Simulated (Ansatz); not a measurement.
Input:

BeSe:
```cif
data_Be4Se4
_chemical_formula_sum 'Be4 Se4'
_space_group_name_H-M_alt 'F-43m'
_space_group_IT_number 216
_space_group_name_Hall 'F -4 2 3'
_cell_length_a 5.12859
_cell_length_b 5.12859
_cell_length_c 5.12859
_cell_angle_alpha 90.000
_cell_angle_beta 90.000
_cell_angle_gamma 90.000
loop_
_atom_site_label
_atom_site_type_symbol
_atom_site_symmetry_multiplicity
_atom_site_Wyckoff_symbol
_atom_site_fract_x
_atom_site_fract_y
_atom_site_fract_z
_atom_site_occupancy
Be1 Be 4 a 0.00000 0.00000 0.00000 1
Se1 Se 4 c 0.25000 0.25000 0.25000 1
```
(The calculation used a cell of 2 atoms; values per cell refer to that cell.)

This is the PBEsol-relaxed structure.

Problem. All from plane-wave PAW PBEsol (Ansatz code), unless another level is named. Predict the gap with spin–orbit coupling.

Solution. 2.32 eV.

Problem. Give the smallest direct gap on the standard path.

Solution. 4.29 eV.

Problem. Give the hole effective mass, band 3 of 3 at the edge.

Solution. 0.23 along [100], 0.16 along [110], 0.15 along [111] (mₑ).

Problem. Predict the hole effective mass with spin–orbit coupling, band 1 of 2 at the edge.

Solution. 0.45 along [100], 0.85 along [110], 1.1 along [111] (mₑ).

Problem. Give the formation energy from the elements (no fitted shifts).

Solution. -0.80 eV/atom.

The PBEsol relaxation kept the symmetry of its start. The references are the lowest solids computed at this level, not always the standard phases. Scalar-relativistic: spin–orbit coupling is off unless named, which matters more the heavier the elements.

Potentials: the earlier of the program's two PAW sets. The files were generated under PBE; for other functionals the program regenerates the frozen cores, and for LDA and PBEsol the local potential too.
